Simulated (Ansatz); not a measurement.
Data:

Hf5Ge3:
```
CELL_PARAMETERS angstrom
      7.96011     0.00000     0.00000
     -3.98005     6.89366     0.00000
      0.00000     0.00000     5.52640
ATOMIC_POSITIONS crystal
  Hf 0.33333 0.66667 0.00000
  Hf 0.66667 0.33333 0.00000
  Hf 0.66667 0.33333 0.50000
  Hf 0.33333 0.66667 0.50000
  Hf 0.25241 0.00000 0.25000
  Hf 0.74759 0.00000 0.75000
  Hf 0.25241 0.25241 0.75000
  Hf 0.74759 0.74759 0.25000
  Hf 0.00000 0.25241 0.25000
  Hf 0.00000 0.74759 0.75000
  Ge 0.61086 0.00000 0.25000
  Ge 0.38914 0.00000 0.75000
  Ge 0.61086 0.61086 0.75000
  Ge 0.38914 0.38914 0.25000
  Ge 0.00000 0.61086 0.25000
  Ge 0.00000 0.38914 0.75000
```

This is the r²SCAN-relaxed structure.

Q: All from plane-wave PAW r²SCAN (Ansatz code), unless another level is named. Estimate the electronic character.

A: metallic (no gap).

Q: What about the density of states at the Fermi level?

A: 0.38 states/eV per atom (mean over ±0.08 eV).

Q: Give the formation energy from the elements (no fitted shifts).

A: -0.74 eV/atom.

Space group P6_3/mcm. The workflow started from a Materials Project entry (that database holds measured and hypothetical structures alike); the Crystallography Open Database copy checked does not list it. Its standing as an ambient phase is unchecked. Symmetry was held in the r²SCAN relaxation; its stability against distortions is not shown here. The run is not spin-polarised. The references are the lowest solids computed at this level, not always the standard phases. Spin–orbit coupling is left out wherever it is not named.

Potentials: the later of the program's two PAW sets.
